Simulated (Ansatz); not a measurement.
Values for one crystal, relaxed and computed with the program Ansatz at the PBEsol level (PAW); other levels are named.

```yaml
volume_per_atom: 16.76 Å³
electronic_character: metallic (no gap)
Young's modulus: 80.6 GPa
highest_zone_centre_frequency: 161 cm⁻¹
mechanical_stability: stable (all eigenvalues of C positive)
Bulk modulus (Birch–Murnaghan fit): 131 GPa
Formation energy from the elements (no fitted shifts): -0.11 eV/atom
```

### Question
Pick the material that matches.
A. YZn, CsCl type
B. MnRh, CsCl type
C. BePd, CsCl type
D. ZrCu, CsCl type

### Answer
D, ZrCu, CsCl type

Space group Pm-3m (CsCl type). The workflow started from a Materials Project entry (that database holds measured and hypothetical structures alike); the Crystallography Open Database copy checked does not list it. Its standing as an ambient phase is unchecked. The cell was relaxed with PBEsol under the symmetry of its start; whether a distortion lowers the energy is not shown. The run is not spin-polarised. As this level gives no gap, phonon frequencies hold no LO–TO term and depend on the k-mesh and smearing (Fermi–Dirac, 0.1 eV here). The references are the lowest solids computed at this level, not always the standard phases. Scalar-relativistic: spin–orbit coupling is off unless named, which matters more the heavier the elements.

Potentials: the later of the program's two PAW sets.
